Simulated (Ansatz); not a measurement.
Input:

AgBr:
```
CELL_PARAMETERS angstrom
      0.00000     2.92044     2.92044
      2.92044     0.00000     2.92044
      2.92044     2.92044     0.00000
ATOMIC_POSITIONS crystal
  Ag 0.50000 0.50000 0.50000
  Br 0.00000 0.00000 0.00000
```

This is the PBE-relaxed structure.

Task: All from PBE (plane waves, PAW; program Ansatz), unless another level is named. Predict the band gap.

Result: 0.69 eV (indirect).

Task: Predict the electron effective mass.

Result: 0.19 mₑ (isotropic).

Task: Give the weight of the valence-edge state by species (Voronoi cells).

Result: Br 54 %, Ag 46 %.

Task: And the weight of the conduction-edge state by species (Voronoi cells)?

Result: Ag 66 %, Br 34 %.

Space group Fm-3m (rock salt). The PBE relaxation kept the symmetry of its start. No spin polarisation was allowed. Spin–orbit coupling is left out wherever it is not named.

Potentials: the later of the program's two PAW sets.
